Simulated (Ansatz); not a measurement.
SrO:
```
CELL_PARAMETERS angstrom
      0.00000     2.56124     2.56124
      2.56124     0.00000     2.56124
      2.56124     2.56124     0.00000
ATOMIC_POSITIONS crystal
  Sr 0.50000 0.50000 0.50000
  O  0.00000 0.00000 0.00000
```

Relaxed with PBEsol.

Question: Decompose the optical modes at the zone centre into irreducible representations, and say which are infrared and Raman allowed.

Answer: Point group m-3m: Γ_opt = T1u. Infrared: T1u. Raman: none.

Question: Assign frequencies (DFPT, the program Ansatz at the PBEsol level (PAW); without the LO–TO term).

Answer: T1u 203 cm⁻¹.

Space group Fm-3m (rock salt). Symmetry was held in the PBEsol relaxation; phonons on a q-mesh show no instability.

Potentials: the later of the program's two PAW sets.
